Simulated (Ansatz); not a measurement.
Relaxed-ion elastic tensor of K2LiRhF6 in space group Fm-3m (No. 225; K on 8c, Li on 4b, Rh on 4a, F on 24e) in GPa (Voigt order), the program Ansatz at the LDA level (PAW); density 4.19 g/cm³, 11.98 Å³ per atom.

```csv
,1,2,3,4,5,6
1,108,47.2,47.2,0.0,0.0,0.0
2,47.2,108,47.2,0.0,0.0,0.0
3,47.2,47.2,108,0.0,0.0,0.0
4,0.0,0.0,0.0,32.1,0.0,0.0
5,0.0,0.0,0.0,0.0,32.1,0.0
6,0.0,0.0,0.0,0.0,0.0,32.1
```

**Question.** Is the crystal mechanically stable?

**Answer.** Yes: the smallest eigenvalue of C is 32.1 GPa.

**Question.** Work out the Voigt, Reuss and Hill averages.

**Answer.** K_V = 67.5, K_R = 67.5, K_H = 67.5; G_V = 31.4, G_R = 31.4, G_H = 31.4 GPa.

**Question.** Give Young's modulus, Poisson's ratio, Pugh's ratio and the universal anisotropy index.

**Answer.** E = 9KG/(3K + G) = 81.6 GPa; ν = 0.30; K/G = 2.15 (ductile by the Pugh limit of 1.75); A_U = 5G_V/G_R + K_V/K_R − 6 = 0.00.

**Question.** Estimate the sound speeds and the Debye temperature.

**Answer.** v_l = √((K + 4G/3)/ρ) = 5110 m/s, v_t = √(G/ρ) = 2740 m/s, mean 3060 m/s; Θ = (h/k)(3n/4πV)^(1/3) v_m = 398 K.

**Question.** Give the Zener ratio and Young's modulus along [100], [110] and [111].

**Answer.** A = 2C44/(C11 − C12) = 1.05; 1/E = S11 − 2(S11 − S12 − S44/2)Γ with Γ = 0, 1/4, 1/3 gives 79.5, 82.1, 83.1 GPa.

**Question.** Solve the Christoffel equation for the three sound speeds along [100], [110], [111].

**Answer.** Eigenvalues of C_ijkl n_j n_l equal ρv². In km/s, slowest first: [100] 2.77, 2.77, 5.08; [110] 2.70, 2.77, 5.12; [111] 2.72, 2.72, 5.13.

The first step of the workflow began from a Materials Project structure, measured or hypothetical; the Crystallography Open Database copy checked does not list it. Whether it is the stable phase at ambient conditions was not checked. The LDA relaxation kept the symmetry of its start; phonons on a q-mesh show no instability. No spin polarisation was allowed.

Potentials: the later of the program's two PAW sets.
